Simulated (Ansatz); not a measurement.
Here is the system:

LiNbO₃:
```cif
data_Li6Nb6O18
_chemical_formula_sum 'Li6 Nb6 O18'
_space_group_name_H-M_alt 'R3c :H'
_space_group_IT_number 161
_space_group_name_Hall 'R 3 -2"c'
_cell_length_a 5.13690
_cell_length_b 5.13690
_cell_length_c 13.88608
_cell_angle_alpha 90.000
_cell_angle_beta 90.000
_cell_angle_gamma 120.000
loop_
_atom_site_label
_atom_site_type_symbol
_atom_site_symmetry_multiplicity
_atom_site_Wyckoff_symbol
_atom_site_fract_x
_atom_site_fract_y
_atom_site_fract_z
_atom_site_occupancy
Li1 Li 6 a 0.00000 0.00000 0.21879 1
Nb1 Nb 6 a 0.00000 0.00000 0.00073 1
O1 O 18 b 0.01023 0.37799 0.27112 1
```
(The calculation used a cell of 10 atoms; values per cell refer to that cell.)

This is the r²SCAN-relaxed structure.

**Question.** All from the program Ansatz at the r²SCAN level (PAW), unless another level is named. Give the static dielectric constant ε0 (ions relaxed, cell fixed).

**Answer.** 39.8 (xx = yy), 24.1 (zz).

**Question.** Next, the Bader charges?

**Answer.** Li +0.91, Nb +2.87, O -1.26 e.

**Question.** Predict the Born charges (a third of the trace).

**Answer.** Li +1.14, Nb +6.90, O -2.68 e.

**Question.** And the electronic dielectric constant ε∞ (DFPT)?

**Answer.** 4.98 (xx = yy), 4.72 (zz).

The r²SCAN relaxation kept the symmetry of its start. The run is not spin-polarised. Spin–orbit coupling is left out wherever it is not named.

Potentials: the earlier of the program's two PAW sets. The files were generated under PBE; for other functionals the program regenerates the frozen cores, and for LDA and PBEsol the local potential too.
